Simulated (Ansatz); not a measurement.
Si in space group I4/mmm (No. 139; Si on 4e) under volume change, plane-wave PAW PBEsol (Ansatz code), shape and atoms relaxed at each volume.

```
V (Å³/atom)  E − E(relaxed) (meV/atom)  P (GPa)
-----------  -------------------------  -------
15.676                            51.0    11.40
16.193                            21.5     7.01
16.710                             5.1     3.24
17.227                             0.0     0.00
17.744                             4.6    -2.78
18.260                            17.5    -5.15
18.777                            37.4    -7.17
```

Problem. What does a third-order Birch–Murnaghan fit give for V₀, B₀ and B′?

Solution. V₀ = 17.23 Å³/atom, B₀ = 99.5 GPa, B′ = 4.1.

The start of the workflow was typed in or built on a structure type; the Crystallography Open Database copy checked does not list it. It is not the phase usual at ambient conditions (space group No. 227). The cell was relaxed with PBEsol under the symmetry of its start. At this level the phase is mechanically unstable.

Potentials: the later of the program's two PAW sets.
